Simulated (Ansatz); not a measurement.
TaS₂ in space group P6_3/mmc (No. 194; Ta on 2c, S on 4f) at seven volumes, LDA in the plane-wave PAW code Ansatz, shape and atoms relaxed at each. One row is withheld.

```csv
V (Å³/atom),P (GPa)
16.824,6.59
17.379,3.62
17.934,1.44
18.488,0.00
19.043,?
19.598,-1.61
20.152,-1.82
```

Fit the shown pressures and predict the withheld one.

P = (3/2)B₀(x^(7/2) − x^(5/2))[1 + (3/4)(B′ − 4)(x − 1)] with x = (V₀/V)^(2/3). Least squares on the six rows gives V₀ = 18.476 Å³/atom, B₀ = 40.7 GPa, B′ = 13.01. At V = 19.043, x = 0.9801 and P = -1.00 GPa. The run itself gave -1.04 GPa.

A made-up cell: these elements were put on the sites of a structure type; the Crystallography Open Database files this formula in space group No. 194, but the cells were not matched. It is not the phase usual at ambient conditions (space group No. 164). The cell was relaxed with LDA under the symmetry of its start; of distortions, only those at the zone centre were tested. The run is not spin-polarised. A crystal of weakly bound layers computed without a dispersion correction: the cell and the soft elastic constants depend strongly on that. Spin–orbit coupling is left out wherever it is not named.

Potentials: the later of the program's two PAW sets.
